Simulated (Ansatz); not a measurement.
Relaxed-ion elastic tensor of Ti (diamond, Fd-3m) in GPa (Voigt order), PBEsol (plane waves, PAW; program Ansatz); density 3.15 g/cm³, 25.21 Å³ per atom.

|  | 1 | 2 | 3 | 4 | 5 | 6 |
|---|---|---|---|---|---|---|
| 1 | -17.6 | 41.5 | 41.5 | 0.0 | 0.0 | 0.0 |
| 2 | 41.5 | -17.6 | 41.5 | 0.0 | 0.0 | 0.0 |
| 3 | 41.5 | 41.5 | -17.6 | 0.0 | 0.0 | 0.0 |
| 4 | 0.0 | 0.0 | 0.0 | -149 | 0.0 | 0.0 |
| 5 | 0.0 | 0.0 | 0.0 | 0.0 | -149 | 0.0 |
| 6 | 0.0 | 0.0 | 0.0 | 0.0 | 0.0 | -149 |

### Question
Is the crystal mechanically stable?

### Answer
No: the smallest eigenvalue of C is -149 GPa.

The start of the workflow was typed in or built on a structure type; neither database checked (COD, Materials Project) lists it. It is not the phase usual at ambient conditions (space group No. 194). The cell was relaxed with PBEsol under the symmetry of its start. At this level the phase is mechanically unstable. Magnetic state: ferromagnetic, chosen from 4 collinear starts compared on coarse meshes (ties went to the first, and starts can fall back to one state), not a proven ground state. As this level gives no gap, shear constants depend on the k-mesh and smearing (Fermi–Dirac, 0.1 eV here).

Potentials: the earlier of the program's two PAW sets. The files were generated under PBE; for other functionals the program regenerates the frozen cores, and for LDA and PBEsol the local potential too.
